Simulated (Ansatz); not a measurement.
A geometry of Au away from equilibrium: the start of the relaxation of a generated cell, Au placed in the AFLOW prototype A_cI16_206_c (as in Si). Method: PBEsol (plane waves to 420 eV, PAW, scalar-relativistic; Ansatz, a first-principles code). Γ-centred k-mesh 7×7×7 on the run's cell (coarser than for final values), Fermi–Dirac smearing 0.05 eV.

```xyz
8
Lattice="-3.2383 3.2383 3.2383 3.2383 -3.2383 3.2383 3.2383 3.2383 -3.2383" Properties=species:S:1:pos:R:3 pbc="T T T"
Au     0.9708     0.9708     0.9708
Au    -0.9708     2.2675     0.9708
Au     2.2675     0.9708    -0.9708
Au     0.9708    -0.9708     2.2675
Au     2.2675     2.2675     2.2675
Au     0.9708     4.2091    -0.9708
Au     4.2091    -0.9708     0.9708
Au    -0.9708     0.9708     4.2091
```

**Question.** Predict the force on each atom, in eV/Å.

**Answer.** 
| atom | Fx | Fy | Fz |
|---|---|---|---|
| Au1 | -3.09 | -3.09 | -3.09 |
| Au2 | 3.09 | 3.09 | -3.09 |
| Au3 | 3.09 | -3.09 | 3.09 |
| Au4 | -3.09 | 3.09 | 3.09 |
| Au5 | 3.09 | 3.09 | 3.09 |
| Au6 | -3.09 | -3.09 | 3.09 |
| Au7 | -3.09 | 3.09 | -3.09 |
| Au8 | 3.09 | -3.09 | -3.09 |

**Question.** What is the pressure?

**Answer.** +81.7 GPa, compression positive.

**Question.** How much energy per atom can still be gained by relaxing?

**Answer.** 1.30 eV/atom; the path ends in Ia-3 (No. 206) (AFLOW prototype A_cI16_206_c (as in Si)).

No spin polarisation in the result.

The run could not lose the symmetry of its start: the end is stationary, and may be a saddle point rather than a minimum.

The end of the path is a generated cell of Au: the first start was made by placing the elements on the sites of a structure type, and the end was not matched to a known phase here, so it may be hypothetical. Known forms of Au include space group No. 225.
